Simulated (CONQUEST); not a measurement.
Band structure of ZnSe (F-43m, 8 atoms in the cell; from Materials Project mp-1190).

```xyz
8
Lattice="5.6649 0.0000 0.0000 0.0000 5.6649 0.0000 0.0000 0.0000 5.6649" Properties=species:S:1:pos:R:3 pbc="T T T"
Zn     0.0000     0.0000     0.0000
Zn     0.0000     2.8324     2.8324
Zn     2.8324     0.0000     2.8324
Zn     2.8324     2.8324     0.0000
Se     1.4162     1.4162     1.4162
Se     1.4162     4.2487     4.2487
Se     4.2487     1.4162     4.2487
Se     4.2487     4.2487     1.4162
```

Method: PBE, numerical atomic orbitals double-zeta with polarisation (the shipped basis), PseudoDojo norm-conserving potentials made for PBE (CONQUEST).

Settings: basis = DZP; Diag.MPMeshX, Y, Z = 5 5 5; potentials = PseudoDojo norm-conserving PBE; Grid.GridCutoff = 140 Ha; DM.SolutionMethod = diagon; Diag.MPShiftX = 0.10000000; Diag.MPShiftY = 0.10000000; Diag.MPShiftZ = 0.10000000; Diag.SmearingType = 1; Diag.kT = 0.000735 Ha; Diag.MPOrder = 0; minE.SCTolerance = 1.0e-07; SC.MaxIters = 100; SC.LinearMixingFactor = 0.3.

The program uses no crystal symmetry, so grid and mesh can part values that symmetry would make equal. The atom-centred basis is finite, which shifts total energies and pressures against plane waves. The structure comes from a collection of computed structures, made at another level of theory; the collection holds predicted forms beside known ones.

Question: Predict the gap along the standard path.

Answer: The gap along the path of this cell's zone is 1.50 eV.

Points are given in units of this cell's reciprocal vectors. Levels in eV from the top of the valence band on the path, bands 69 to 73:
```csv
point,69,70,71,72,73
Γ (0 0 0),-2.16,0.00,0.00,0.00,1.50
X (0 0.5 0),-1.23,-1.23,-1.23,-1.23,4.07
M (0.5 0.5 0),-0.89,-0.89,-0.89,-0.89,4.33
R (0.5 0.5 0.5),-0.85,-0.85,-0.85,-0.85,2.71
```

Higher empty bands are left out: an atom-centred basis made for the valence describes them poorly.

The labels belong to the zone of the cell as typed, which is larger than the primitive one, so the bands are folded: a gap that looks direct here can be indirect in the primitive zone.
